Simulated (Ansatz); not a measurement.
Single point in Ansatz 0.2.0 with PBE, no spin polarisation. Cutoff 420 eV, PAW datasets, 8×8×4 Γ-centred k mesh, gaussian filling (width 0.1762 eV).

Computed maps in the lattice plane spanned by a (left to right, 4.28 Å, 13 points from zero) and b (bottom to top, 4.28 Å, 13 points from zero), 90° apart, at height 0.000 along c. The fields are smooth PAW ones with compensation charges, not the true ones near nuclei.

Valence density. Digits on a logarithmic scale: 0 up to 0.03 e/Å³, each further digit a factor of 1.6, 9 from 1.3 e/Å³ up:
```
9996432234699
9975443344579
6655555555556
4445567765544
3345699996543
2235799997532
2235799997532
3345699996543
4445567765544
6655555555556
9975443344579
9996432234699
9996432234699
```

Q: The cell is As$_{2}$I. Which atoms lie within 0.2 Å of this plane, and where (fractions of a and b)?

A: As at (0.00, 0.00), As at (0.50, 0.50). The whole cell:
```
I As
1.0
     4.28066    0.00000    0.00000
     0.00000    4.28066    0.00000
     0.00000    0.00000    8.86305
I As
2 4
Direct
  0.00000 0.50000 0.28100
  0.50000 0.00000 0.71900
  0.00000 0.00000 0.00000
  0.50000 0.50000 0.00000
  0.00000 0.50000 0.63900
  0.50000 0.00000 0.36100
```

Origin: a known structure type with other elements, at an estimated volume, so it need not be a known compound. Caveats: many states at the Fermi level without spin polarisation, so a magnetic state may lie lower; wide smearing.
